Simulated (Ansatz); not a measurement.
TiAl:
```xyz
2
Lattice="3.1563 0.0000 0.0000 0.0000 3.1563 0.0000 0.0000 0.0000 3.1563" Properties=species:S:1:pos:R:3 pbc="T T T"
Ti     0.0000     0.0000     0.0000
Al     1.5782     1.5782     1.5782
```

Relaxed with PBEsol. Special points in fractions of this cell's reciprocal vectors: Γ (0.000, 0.000, 0.000); X (0.000, 0.500, 0.000); M (0.500, 0.500, 0.000); R (0.500, 0.500, 0.500).

Problem. List the band energies nearest the Fermi level at these points for DFT-PBEsol in the program Ansatz with PAW potentials.

Solution. In eV from the Fermi level; about four levels below and three above (degenerate sets whole), none deeper than 8.9 eV; points with the same levels are listed once.

```csv
k,below,above
Γ,-1.48 -1.48,1.85 1.85 1.85
X,-6.03 -5.24 -0.56,0.15 0.15 2.06
M,-5.06 -2.09 -2.09 -1.50,0.71 0.71 2.85
R,-3.16 -3.16 -3.16,0.78 2.91 2.91
```

Space group Pm-3m (CsCl type). The first step of the workflow began from a Materials Project structure, measured or hypothetical; the Crystallography Open Database copy checked does not list it. With Ti and Al taken as one species the cell has the higher symmetry Im-3m, so it may be an ordered model of a mixed-site phase. It is not the phase usual at ambient conditions (space group No. 123). The PBEsol relaxation kept the symmetry of its start. At this level the phase is dynamically unstable (imaginary phonons). No spin polarisation was allowed.

Potentials: the later of the program's two PAW sets.
